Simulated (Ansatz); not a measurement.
**YbAg₃ (AuCu3-type structure)**

Method: PBEsol, scalar-relativistic; no spin polarisation; PAW, 420 eV, Γ-centred 8×8×8 mesh, 0.05 eV Gaussian smearing; code Ansatz. The datasets are Ansatz's generated set soft_2.

Space group Pm-3m (No. 221). a = 4.287 Å, b = 4.287 Å, c = 4.287 Å, α = 90.00°, β = 90.00°, γ = 90.00°
```
atom  site  symmetry       x       y       z
  Yb    1a      m-3m  0.0000  0.0000  0.0000
  Ag    3c    4/mm.m  0.0000  0.5000  0.5000
```

This is a trial structure made by placing the elements on a prototype's sites, so it needn't be the stable form.

The cell above was scaled in volume, its shape and atoms being fixed by the lattice's symmetry. Energies are counted from the cell above.

| V (Å³/atom) | ΔE (meV/atom) | P (GPa) |
| --- | --- | --- |
| 18.91 | 8.4 | 3.5 |
| 19.31 | 2.0 | 1.7 |
| 19.70 | 0.0 | 0.0 |
| 20.09 | 1.7 | -1.4 |
| 20.49 | 6.8 | -2.7 |

Problem. What do the points give for the equilibrium volume, the bulk modulus and its pressure derivative (third-order Birch–Murnaghan)?

Solution. V0 = 19.71 Å³/atom, B0 = 76 GPa, B0′ = 5.3.

B0·V0 = 76.5 GPa × 19.71 Å³ = 9.41 eV/atom sets the scale: near the minimum ΔE ≈ ½ B0 V0 x², with x = V/V0 − 1, and a pressure of 0.8 GPa squeezes the volume by about 1 %. At the ends of the curve: x = −4.0 % predicts 7.7 meV/atom and the run gives 8.4; x = +4.0 % predicts 7.4 meV/atom and the run gives 6.8. The lopsidedness is anharmonic: atoms resist being pushed together more than being pulled apart.

Without a U the 4f levels of Yb lie too near the Fermi level, so their share of the states there, and what hangs on it, is overstated. Spin–orbit coupling, which matters for such heavy elements, is left out. Spin polarisation wasn't allowed in this run, so with an open shell this may not be the ground state. The run is a metal.
